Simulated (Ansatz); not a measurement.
SrCl2 (fluorite, space group No. 225) at seven volumes, DFT-r²SCAN in the program Ansatz with PAW potentials, scaled uniformly. One row is withheld.

```
V (Å³/atom)  P (GPa)
-----------  -------
25.954          4.37
26.810          2.66
27.665          1.22
28.521         -0.01
29.377         -1.04
30.232         -1.92
31.088             ?
```

Task: Fit the shown pressures and predict the withheld one.

Result: P = (3/2)B₀(x^(7/2) − x^(5/2))[1 + (3/4)(B′ − 4)(x − 1)] with x = (V₀/V)^(2/3). Least squares on the six rows gives V₀ = 28.516 Å³/atom, B₀ = 37.5 GPa, B′ = 4.52. At V = 31.088, x = 0.9441 and P = -2.67 GPa. The run itself gave -2.67 GPa.

Space group Fm-3m (fluorite). The r²SCAN relaxation kept the symmetry of its start; phonons on a q-mesh show no instability.

Potentials: the later of the program's two PAW sets.
